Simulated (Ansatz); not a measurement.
**Question.** Bi (A7 (α-As type), R-3m) is relaxed with DFT-PBE+D3(BJ) in the program Ansatz with PAW potentials. What lattice parameters of the conventional cell result?

**Answer.** a = 4.533 Å, c = 11.659 Å.

**Question.** Give the free coordinates with the occupied sites.

**Answer.** In one choice of origin and axes:

```json
[
 {"atom": "Bi", "site": "6c", "symmetry": "3m", "x": "0.0000", "y": "0.0000", "z": "0.2371"}
]
```

Symmetry was held in the PBE+D3(BJ) relaxation. The pairwise dispersion correction was not fitted to metals. Axis ratios of metals converge slowly with the k-mesh, so a and c are less sure than the volume. Spin–orbit coupling is left out wherever it is not named.

Potentials: the later of the program's two PAW sets.
